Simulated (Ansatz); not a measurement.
Data:

FeSi:
```cif
data_Fe4Si4
_chemical_formula_sum 'Fe4 Si4'
_space_group_name_H-M_alt 'P213'
_space_group_IT_number 198
_space_group_name_Hall 'P 2ac 2ab 3'
_cell_length_a 4.36899
_cell_length_b 4.36899
_cell_length_c 4.36899
_cell_angle_alpha 90.000
_cell_angle_beta 90.000
_cell_angle_gamma 90.000
loop_
_atom_site_label
_atom_site_type_symbol
_atom_site_symmetry_multiplicity
_atom_site_Wyckoff_symbol
_atom_site_fract_x
_atom_site_fract_y
_atom_site_fract_z
_atom_site_occupancy
Fe1 Fe 4 a 0.13684 0.13684 0.13684 1
Si1 Si 4 a 0.84083 0.84083 0.84083 1
```

This is the LDA-relaxed structure.

Question: All from LDA (plane waves, PAW; program Ansatz), unless another level is named. Give the static dielectric constant ε0 (ions relaxed, cell fixed).

Answer: 125.

Question: Next, the Born charges (a third of the trace)?

Answer: Fe -4.36, Si +4.36 e.

Question: Give the electronic dielectric constant ε∞ (DFPT).

Answer: 104.

Space group P2_13. Symmetry was held in the LDA relaxation. The run is not spin-polarised.

Potentials: the later of the program's two PAW sets.
